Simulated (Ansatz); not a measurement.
5 guesses for SiSnTeSe3 and where they end

All numbers below come from Ansatz, DFT PBE, scalar-relativistic, plane waves, PAW. Settings: cutoff 420 eV, Γ-centred meshes spaced at most about 0.3 Å⁻¹, and about 0.25 Å⁻¹ or finer for metals (2π included), Gaussian smearing. No spin polarisation in the final relaxations.

Each guess was relaxed in cell and atoms at zero pressure, within the symmetry of its start. All energies are static (0 K, no zero-point motion). Coordination counts Se, Si or Te atoms around Sn (for each partner element, those within 1.25 times its shortest distance or 1.15 times the sum of covalent radii, where it is the nearest in units of that sum or under 1.3; the shortest distance is added where it exceeds 1.18 times the sum of covalent radii).

```
guess       made from  start group  V start (Å³/atom)  end group  V end (Å³/atom)  coordination at the end  gap on mesh (eV)  E over the lowest end (meV/atom)
    1     random cell       P4/mmm               33.0          ?                ?                        ?                 ?                                 ?
    2     random cell        P-6m2               26.3      P-6m2             40.4                     Sn 3                 0                               444
    3     random cell         P3m1               29.4       P3m1             27.2          Sn 6 from 3.6 Å                 0                                 0
    4  LaAlCuNi3 type        P-6m2               27.6      P-6m2             25.2                     Sn 6                 0                               321
    5     random cell       P4/mmm               28.6     P4/mmm             30.0                     Sn 2                 0                               395
```

Guess 1 as it starts:

```
CELL_PARAMETERS angstrom
4.89550 0.00000 0.00000
0.00000 4.89550 0.00000
0.00000 0.00000 8.25569
ATOMIC_POSITIONS crystal
Si 0.50000 0.50000 0.50000
Sn 0.00000 0.00000 0.50000
Te 0.50000 0.50000 0.00000
Se 0.50000 0.50000 0.24725
Se 0.50000 0.50000 0.75275
Se 0.00000 0.00000 0.00000
```

Problem. Fill in the missing row: what does this guess relax into, and where does it rank?

Solution. It ends in space group P4/mmm (No. 123), with a = 4.005 Å, c = 10.987 Å, 29.4 Å³/atom and no gap. It lies 47 meV/atom over the lowest end, above guess 3 and below guess 4. Counting Se, Si or Te atoms around Sn, this end has Sn 4 and the lowest (guess 3) has Sn 6 from 3.6 Å.

```
Si Sn Te Se
1.0
     4.00492    0.00000    0.00000
     0.00000    4.00492    0.00000
     0.00000    0.00000   10.98706
Si Sn Te Se
1 1 1 3
Direct
  0.50000 0.50000 0.50000
  0.00000 0.00000 0.50000
  0.50000 0.50000 0.00000
  0.50000 0.50000 0.29288
  0.50000 0.50000 0.70712
  0.00000 0.00000 0.00000
```

The zero of energy is the elements' standard structures at the same level; no fitted shifts are applied. The references include grey tin.

Problem. Is the lowest end bound against the elements?

Solution. No: its formation energy is +0.18 eV/atom. A positive value: parting into the elements would lower its energy.

Weakly bound directions are ill-defined at this level, which has no dispersion term (P-6m2 at 40.4 Å³/atom), and this can change margins and order among such cells. These runs have no spin–orbit coupling, which can matter for Te. The reference forms of Se and Te are held partly by dispersion forces, which this level lacks. Cells relaxed within their symmetry can be saddle points. A lower structure may well exist outside this small set. Some types were kept out of the candidates beforehand, so the set may lack a known form.
